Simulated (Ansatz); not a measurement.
The cell comes from COD entry 9008726, which wasn't checked; take it as a given geometry. The listed cell was then made from it by scaling, straining or moving an atom.

SnTe: DFT, PBEsol, PAW with Ansatz's default frozen-core files, scalar-relativistic (Ansatz 0.2.0). What sets it apart from a plain run of this crystal: equal xy, yz and zx engineering shear strains of +1 %.

Command: `ansatz run input.yaml --threads 1 --pin off --max-ram 3072MiB --backend cpu --events-out ev --progress --plain --runs-dir out` The run took 13 s on 1 thread of Arm Neoverse V1 (shared host), peak memory 0.48 GiB.

```yaml
crystal:
  lattice:
    - [0.031565, 3.1722825, 3.1722825]
    - [3.1722825, 0.031565, 3.1722825]
    - [3.1722825, 3.1722825, 0.031565]
  atoms:
    - { symbol: Sn, position: [0.0, 0.0, 0.0] }
    - { symbol: Te, position: [0.5, 0.5, 0.5] }
kpoints:
  mp_grid: { grid: [11, 11, 11] }
scf:
  occupations: { method: fermi_dirac, width: 0.08 }
hamiltonian:
  xc: pbesol
  pseudopotentials: { kind: paw }
output:
  forces: true
  stress: true
  eigenvalues: true
  efg: { contact_densities: true }
```

Output:

```
Sn, Te: output.efg is read without spin–orbit coupling, which moves field gradients at and beside such atoms by some per cent and up to a factor of two; PAW files take it under magnetization.noncollinear and magnetization.spin_orbit
Engine: ansatz 0.2.0
Pseudopotentials: kind: paw
Pseudopotential: Sn, paw, valence charge 14, recommended cutoff 420 eV (normal)
Pseudopotential: Te, paw, valence charge 16, recommended cutoff 420 eV (normal)
Functional definition: PBEsol
  exchange = pbesol_x
  correlation = pbesol_c
Crystal: 2 atoms, lattice volume = 62.895 Å³
Basis set: ecut = 420 eV, 1243 PW (Γ), exchange–correlation on 60×60×60 points (8 copies of the dense FFT grid, shifted against one another)
Bands: 19, of which v1, the nominal top of the filled ones, is band 15 counted from 1 (14 counted from 0)
Symmetry: 12 space group operations
Space group: R-3m (ITA 166), of the structure as read, at distance tolerance 4.0e-5 Å
k-points: 146 of 1331
Non-local potential: Sn, projectors of the file, l = 0: 2, l = 1: 2, l = 2: 2, l = 3: 2
Non-local potential: Te, projectors of the file, l = 0: 2, l = 1: 2, l = 2: 2, l = 3: 2
PAW form: soft (Blöchl's): semilocal exchange-correlation on the pseudo side does not see the compensation charge
PAW frozen core: Sn, regenerated for the run's functional, and the local potential with it (the file was generated under x = pbe(κ = 0.804, μ = 0.2195149727645171), c = pbe(β = 0.06672455060314922))
PAW frozen core: Te, regenerated for the run's functional, and the local potential with it (the file was generated under x = pbe(κ = 0.804, μ = 0.2195149727645171), c = pbe(β = 0.06672455060314922))
PAW one-centre angular grid: Sn, 590 points (default); XC on 64 Gauss nodes
PAW one-centre angular grid: Te, 590 points (default); XC on 64 Gauss nodes
Initial density: superposition of atomic densities (neutral atoms: chi_scale 0, normalization atom), corrected by the library's trained network
Initial wavefunctions: pseudopotential atomic-orbital guess
Functional: x = pbesol(κ = 0.804, μ = 0.12345679012345678), c = pbesol(β = 0.046)
SCF iter   1: F=—  HF=-12851.850939 eV  |F-HF|=—  |Δ(HF+E_count)|=         —  Δρ=2.24e-3  dr2=2.50e-3  ethr=1.77e-3  ⟨swp⟩=6.0  Hψ=14262  notcnv=0
preconditioner: auto → none  [insulator: Δε(μ)=0.316 eV  Ē_g=8.611 eV  σ=0.080 eV  W_gap=0.70  n_scr=14 (ndim 8)  ℏωp=14.8 eV  f_vac=0.009  D(μ)=0.06/eV (n_scr^D=0)  ε∞_Penn≈4.0]
SCF iter   2: F=—  HF=-12851.847910 eV  |F-HF|=—  |Δ(HF+E_count)|=   3.03e-3  Δρ=8.12e-4  dr2=3.35e-4  ethr=8.32e-6  ⟨swp⟩=2.0  Hψ=5420  notcnv=0
SCF iter   3: F=—  HF=-12851.847890 eV  |F-HF|=—  |Δ(HF+E_count)|=   2.01e-5  Δρ=1.75e-4  dr2=1.83e-5  ethr=1.12e-6  ⟨swp⟩=2.0  Hψ=4964  notcnv=0
SCF iter   4: F=—  HF=-12851.847889 eV  |F-HF|=—  |Δ(HF+E_count)|=   6.28e-7  Δρ=1.05e-4  dr2=7.23e-6  ethr=6.09e-8  ⟨swp⟩=2.0  Hψ=4979  notcnv=0
SCF iter   5: F=—  HF=-12851.847885 eV  |F-HF|=—  |Δ(HF+E_count)|=   4.55e-6  Δρ=3.86e-5  dr2=8.98e-7  ethr=2.41e-8  ⟨swp⟩=2.0  Hψ=4961  notcnv=0
SCF iter   6: F=-12851.847884 eV  HF=-12851.847884 eV  |F-HF|=1.66e-8  |Δ(HF+E_count)|=   7.09e-7  Δρ=4.54e-6  dr2=1.23e-8  ethr=3.33e-10  ⟨swp⟩=4.5  Hψ=14443  notcnv=0
SCF 1 converged in 6 iterations: F = -12851.847884 eV  dr2 = 1.23e-8
  greatest PAW one-centre occupation: 0.998 electrons in one spin orbital (limit 2), on the Te atom at site 1 (counted from 0), in its partial waves of l = 2
SCF converged after 6 iterations
Free energy (F): -12851.847884 eV
Harris-Foulkes:  -12851.847884 eV  (|F-HF|=1.66e-8)
Internal energy: -12851.846022 eV  (E = F + TS)
E sigma→0 (E₀):  -12851.846953 eV
Entropy (-TS):   -0.001862 eV (-0.931 meV/atom)
Fermi energy:    9.435256 eV
--- Per-component energies (eV) ---
  E_band       = -358.682277
  E_kinetic    = 366.618824
  E_local      = -2164.751795  (includes V_loc(G=0)·N_el)
  E_nonlocal   = -338.835623
  E_hartree    = 1355.005860
  E_xc         = -503.464172
  E_vxc        = -201.835001  (∫ρ·V_xc dr)
  E_paw        = -8646.702198  (= ΣΔE_a)
  E_vpaw       = -729.898025  (= ΣTr[D̂ρ^β])
  E_aug_tail   = -0.000178  (compensation charges beyond the density's cutoff)
  E_ewald      = -2920.376395
  E_core_change = 0.659655  (= ΣΔE_core)
  E_smearing   = -0.001862  (= −TS)
  E_closure    = 0.000000  (closes the sum)
  Σ components = -12851.847884   (vs F -12851.847884, Δ=0.00e0)
--- Forces (eV/Å), atoms counted from 1 ---
  atom   1  Sn    -0.00000000     0.00000000     0.00000000
  atom   2  Te     0.00000000    -0.00000000     0.00000000
  max |Σ_I F_I| component: 8.41e-30 eV/Å
--- Stress (GPa, compression-positive) ---
       -0.537463      -0.163697      -0.163697
       -0.163697      -0.537463      -0.163697
       -0.163697      -0.163697      -0.537463
  P = ⅓ Tr σ = -0.5375 GPa (-5.375 kbar)
--- PAW observables at the nuclei: V_zz in 10²¹ V/m², potentials from the cell's mean, atoms counted from 1 ---
  atom   1  Sn V_zz =    +0.072374   η = 0.0000   by run symmetry: allowed
            electrostatic potential = -8172.109277 V   contact ρ = 1234687.272167 e/Å³
  atom   2  Te V_zz =    +1.166858   η = 0.0000   by run symmetry: allowed
            electrostatic potential = -8648.304010 V   contact ρ = 1466663.644433 e/Å³
--- Band table (eV; the first three rows and the last of 146) ---
  k-point 0: bands = ["-27.5438", "-27.5438", "-27.5410", "-27.5378", "-27.5378", "-12.3549", "-12.3549", "-12.3488", "-12.3488", "-12.3488", "-3.3335", "4.7101", "7.2399", "7.3813", "7.3813", "12.7593", "12.7593", "12.8039", "14.0789"]
  k-point 1: bands = ["-27.5438", "-27.5438", "-27.5410", "-27.5378", "-27.5377", "-12.3554", "-12.3552", "-12.3487", "-12.3484", "-12.3483", "-3.2636", "4.3205", "7.2662", "7.3901", "7.6421", "12.3611", "12.3677", "12.4081", "14.1401"]
  k-point 2: bands = ["-27.5438", "-27.5437", "-27.5408", "-27.5377", "-27.5375", "-12.3566", "-12.3562", "-12.3484", "-12.3471", "-12.3470", "-3.0599", "3.4828", "7.3138", "7.4226", "8.1391", "11.5688", "11.5948", "11.6373", "14.2041"]
  k-point 145: bands = ["-27.5434", "-27.5434", "-27.5406", "-27.5374", "-27.5373", "-12.3615", "-12.3603", "-12.3468", "-12.3427", "-12.3423", "-2.0580", "1.1595", "6.9687", "7.5302", "8.7242", "10.0355", "10.1552", "11.2200", "16.5240"]
```
